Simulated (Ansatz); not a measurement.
# InSe: zone-centre modes

Theory: DFT PBE, scalar-relativistic, plane waves, PAW (Ansatz). Settings: plane waves to 420 eV, k-mesh 12×12×2 (Γ-centred), Gaussian smearing 0.05 eV. No spin polarisation.

Reference structure (relaxed at this level):

```xyz
8
Lattice="4.0896 0.0000 0.0000 -2.0448 3.5417 0.0000 0.0000 0.0000 18.4030" Properties=species:S:1:pos:R:3 pbc="T T T"
In    0.0000    2.3611    3.1880
In    2.0448    1.1806   12.3895
In    0.0000    2.3611    6.0135
In    2.0448    1.1806   15.2150
Se    0.0000    2.3611   11.1185
Se    2.0448    1.1806    1.9170
Se    0.0000    2.3611   16.4860
Se    2.0448    1.1806    7.2845
```

The cell holds layers and no dispersion correction was added, so their binding is poorly described.

Harmonic modes by finite displacements of 0.02 Å, without the LO–TO term.

At this geometry, is the structure stable against these modes?

Barely, if at all: no mode is imaginary beyond 10 cm⁻¹, but one beside the three translations lies at 5 cm⁻¹, within the noise of such a run.

List the wavenumbers in cm⁻¹.

0, 0, 0, 5, 5, 11, 36, 36, 37, 37, 100, 100, 160, 160, 160, 160, 164, 164, 164, 164, 183, 188, 215, 215.

Cost: 1 run of about 13 core-minutes, on Intel Xeon Processor @ 2.50GHz (Skylake/Cascade Lake) (shared hosts).